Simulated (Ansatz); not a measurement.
A generated cell, not matched to a known phase here, of TiGa₂: P6/mmm (No. 191), hP3; a = 4.256 Å, b = 4.256 Å, c = 2.963 Å, α = 90.00°, β = 90.00°, γ = 120.00°; Ti 1a (0.000, 0.000, 0.000); Ga 2d (0.333, 0.667, 0.500). All values below come from r2SCAN (plane waves to 500 eV, PAW, scalar-relativistic; Ansatz, an electronic-structure program). Element references, the lowest calculated here: Ti (P6/mmm, not the ambient form), Ga (Cmce).

Q: What is the computed formation energy of this P6/mmm form of TiGa2 from the elements (r2SCAN)?

A: -0.31 eV/atom.

A lower structure of this composition may exist.

Static energies, no anion corrections, no zero-point energy. Values are rounded to 0.01 eV/atom. Not shown to be the ambient phase of their composition (a lower form may be missing, and a cell relaxed within its start's symmetry can be a saddle point): TiGa2 (P6/mmm). The compounds carry no spin polarisation. A magnetic state may lie lower.
